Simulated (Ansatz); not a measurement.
**W: energy along a strain**

W, Im-3m, a = 3.195 Å (as given, not relaxed at this level: -7.5 GPa). Ansatz: r2SCAN, PAW, 500 eV, Γ-centred 20×20×20 mesh on 1 atom, Gaussian smearing 0.15 eV; no spin polarisation. Cell vectors (Å): -1.597 1.597 1.597; 1.597 -1.597 1.597; 1.597 1.597 -1.597. The cell is strained by x per cent times the pattern (0 0 0 1 0 0) in the order xx yy zz yz xz xy (engineering shears), with fractional coordinates held. y is the free energy over the start, V0 = 16.301 Å³/atom. Symmetry makes y even in x. Points with a strain past 8.5 % were computed too (4) and aren't used here.

| x (%) | y (meV/atom) |
| --- | --- |
| -7.50 | 40.60 |
| 0.00 | 0.00 |
| 1.87 | 2.45 |
| 3.75 | 10.04 |
| 5.62 | ? |

Task: Fit y = c2 x² + c4 x⁴ to the other rows, get the stiffness along the pattern, and predict the missing energy.

Result: Least squares on the rows shown. y = 0.71028 x² + 0.00020466 x⁴. The clamped-ion stiffness p·C·p = 2 × 7.103 eV × 160.2 / 16.301 Å³ = 140 GPa, which is C44 in these axes (second derivative at the start, which stands under stress). At x = 5.62 the fit asked for gives 22.64 meV/atom. The run gave 22.75 meV/atom, so the fit is 0.11 meV/atom too low, a small miss on the scale of the series.

Spin–orbit coupling is left out, which can shift energies with elements as heavy as these.